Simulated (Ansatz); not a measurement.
### Question
Name crystals whose computed values (PBE in the plane-wave PAW code Ansatz) fall in these windows: electron conductivity mass (mₑ) 0.081 to 0.11; B₀ by P(V) fit (GPa) 67 to 79.

### Answer


| crystal | electron conductivity mass (mₑ) | B₀ by P(V) fit (GPa) |
|---|---|---|
| SiGe, Pmma (Si on 2e, Ge on 2f) | 0.097 | 74.1 |
Others may fit too.

Typed or built starts, not in the databases checked: SiGe, Pmma (Si on 2e, Ge on 2f). The cell was relaxed under the symmetry of its start. Spin–orbit coupling is left out wherever it is not named.

Potentials: the later of the program's two PAW sets.
